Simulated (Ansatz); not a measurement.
Ansatz input file:

```yaml
crystal:
  lattice:
    - [4.3747949981, 0.0, 0.0]
    - [0.0, 4.3747949981, 0.0]
    - [0.0, 0.0, 4.3747949981]
  atoms:
    - { symbol: Sc, position: [0.5, 0.0, 0.5] }
    - { symbol: Sc, position: [0.0, 0.5, 0.5] }
    - { symbol: Sc, position: [0.5, 0.5, 0.0] }
    - { symbol: Al, position: [0.0, 0.0, 0.0] }
basis:
  ecutwfc: 420
kpoints:
  mp_grid: { grid: [10, 10, 10] }
  band_path:
    path:
      - [[0.0, 0.0, 0.0], [0.0, 0.5, 0.0], [0.5, 0.5, 0.0], [0.0, 0.0, 0.0], [0.5, 0.5, 0.5], [0.0, 0.5, 0.0]]
      - [[0.5, 0.5, 0.5], [0.5, 0.5, 0.0]]
    npoints: 14
hamiltonian:
  xc: pbesol
scf:
  occupations: { method: gaussian, width: 0.1 }
  n_extra_bands: 10
output:
  forces: true
  stress: true
  eigenvalues: true
  populations: true
  dos: { projected: true, de: 0.02, nscf_kmesh: { grid: [15, 15, 15] } }
  bader: true
  write_density: true
  write_potential: true
  elf: true
  volumetric_format: npy
```

Command:
```bash
ansatz run input.yaml --threads 1 --pin off --max-ram 2560MiB --backend cpu --events-out ev --progress --plain --runs-dir out
```

All numbers below come from DFT PBEsol, scalar-relativistic, plane waves, PAW (Ansatz).

From the run's log, abridged (iterations and final results):

```
SCF iter   1: F=—  HF=-6859.714054 eV  |F-HF|=—  |Δ(HF+E_count)|=         —  Δρ=4.19e-3  dr2=1.85e-2  ethr=1.77e-3  ⟨swp⟩=4.8  Hψ=5906  notcnv=0
SCF iter   2: F=—  HF=-6859.709523 eV  |F-HF|=—  |Δ(HF+E_count)|=   4.53e-3  Δρ=2.15e-3  dr2=6.07e-3  ethr=5.15e-5  ⟨swp⟩=1.0  Hψ=2016  notcnv=0
SCF iter   3: F=—  HF=-6859.707895 eV  |F-HF|=—  |Δ(HF+E_count)|=   1.63e-3  Δρ=5.25e-4  dr2=4.73e-4  ethr=1.69e-5  ⟨swp⟩=2.1  Hψ=1679  notcnv=0
SCF iter   4: F=—  HF=-6859.707738 eV  |F-HF|=—  |Δ(HF+E_count)|=   1.57e-4  Δρ=6.23e-5  dr2=3.39e-6  ethr=1.31e-6  ⟨swp⟩=2.0  Hψ=1594  notcnv=0
SCF iter   5: F=—  HF=-6859.707518 eV  |F-HF|=—  |Δ(HF+E_count)|=   2.20e-4  Δρ=9.39e-6  dr2=5.71e-8  ethr=2.78e-10  ⟨swp⟩=8.6  Hψ=9236  notcnv=0
SCF iter   6: F=-6859.707518 eV  HF=-6859.707518 eV  |F-HF|=2.63e-10  |Δ(HF+E_count)|=   1.83e-9  Δρ=1.84e-6  dr2=2.32e-9  ethr=1.59e-10  ⟨swp⟩=4.3  Hψ=6969  notcnv=0
SCF 1 converged in 6 iterations: F = -6859.707518 eV  dr2 = 2.32e-9
SCF converged after 6 iterations
Free energy (F): -6859.707518 eV
Harris-Foulkes:  -6859.707518 eV  (|F-HF|=2.63e-10)
Internal energy: -6859.679892 eV  (E = F + TS)
E sigma→0 (E₀):  -6859.693705 eV
Entropy (-TS):   -0.027626 eV (-6.906 meV/atom)
Fermi energy:    9.775905 eV
--- Per-component energies (eV) ---
  E_band       = -468.319621
  E_kinetic    = 807.336561
  E_local      = -2643.310077  (includes V_loc(G=0)·N_el)
  E_nonlocal   = 264.888123
  E_hartree    = 935.541541
  E_xc         = -349.876090
  E_vxc        = -415.454043  (∫ρ·V_xc dr)
  E_paw        = -3251.792590  (= ΣΔE_a)
  E_vpaw       = -352.863429  (= ΣTr[D̂ρ^β])
  E_aug_tail   = 0.000027  (compensation charges beyond the density's cutoff)
  E_ewald      = -2622.873601
  E_core_change = 0.406214  (= ΣΔE_core)
  E_smearing   = -0.027626  (= −TS)
--- Forces (eV/Å), atoms counted from 1 ---
  atom   1  Sc     0.00000000     0.00000000     0.00000000
  atom   2  Sc     0.00000000     0.00000000     0.00000000
  atom   3  Sc     0.00000000     0.00000000     0.00000000
  atom   4  Al     0.00000000     0.00000000     0.00000000
--- Stress (GPa, compression-positive) ---
       -0.004752       0.000000       0.000000
        0.000000      -0.004752       0.000000
        0.000000       0.000000      -0.004752
  P = ⅓ Tr σ = -0.0048 GPa (-0.048 kbar)
--- Band table (eV; the first three rows and the last of 56) ---
  k-point 0: bands = ["-39.3533", "-39.2355", "-39.2355", "-18.2766", "-18.2766", "-18.2766", "-17.9795", "-17.9795", "-17.9795", "-17.8297", "-17.8297", "-17.8297", "2.8265", "7.1815", "8.7029", "8.7029", "9.3215", "9.3215", "9.3215", "10.4679", "10.4679", "10.4679", "12.2086", "12.2086", "12.2086", "13.4049", "13.4049", "14.1189"]
  k-point 1: bands = ["-39.3507", "-39.2381", "-39.2355", "-18.2703", "-18.2703", "-18.2670", "-17.9817", "-17.9817", "-17.9805", "-17.8420", "-17.8341", "-17.8341", "2.9109", "7.2129", "8.4905", "8.7877", "9.2886", "9.2886", "9.3594", "10.4516", "10.4516", "10.5377", "12.1410", "12.3254", "12.3254", "13.3018", "13.4074", "14.0237"]
  k-point 2: bands = ["-39.3433", "-39.2453", "-39.2354", "-18.2525", "-18.2525", "-18.2389", "-17.9885", "-17.9885", "-17.9830", "-17.8775", "-17.8458", "-17.8458", "3.1578", "7.1773", "8.1027", "9.0306", "9.1975", "9.1975", "9.4670", "10.4541", "10.4541", "10.7226", "11.9568", "12.5364", "12.5364", "12.9982", "13.3961", "13.7601"]
  k-point 55: bands = ["-39.2738", "-39.2738", "-39.2738", "-18.4479", "-18.2279", "-18.2279", "-18.2279", "-17.8538", "-17.8538", "-17.8302", "-17.8302", "-17.8302", "5.0513", "8.2582", "8.2582", "8.2582", "8.6624", "8.6624", "8.6624", "10.2894", "11.2274", "11.2274", "11.2274", "12.0143", "12.0143", "12.0143", "12.7119", "12.7119"]
--- Löwdin populations: 4 sites ---
  site symbol q [e]
     0     Sc     10.6319
     1     Sc     10.6319
     2     Sc     10.6319
     3     Al      3.8970
  spilling = 0.005759 (of n_electrons = 36.000000)
--- Bader charges: 4 sites ---
  site symbol charge [e]  shift [e] shared [e]
     0     Sc      0.6971     0.0000     0.6653
     1     Sc      0.6971     0.0000     0.6653
     2     Sc      0.6971     0.0000     0.6653
     3     Al     -1.9959     0.0000    -1.9959
  maxima off the nuclei: 1, with 0.0953 electrons
  on the straight line to a nucleus their density falls by 2.1e-3 of itself; PAW files or a low cutoff
  can make one that falls by little (a run on other files and one at a higher cutoff tell): if they did, read the shared
  charge, to which what the maxima have on the atom's side is counted
  estimated error of the sums over rays = 3.4e-4 e
```

The calculation finished and met its thresholds.

Time: 32 s on 1 thread of Intel(R) Xeon(R) Platinum 8488C (Sapphire Rapids), on a shared host, peak memory 0.49 GiB.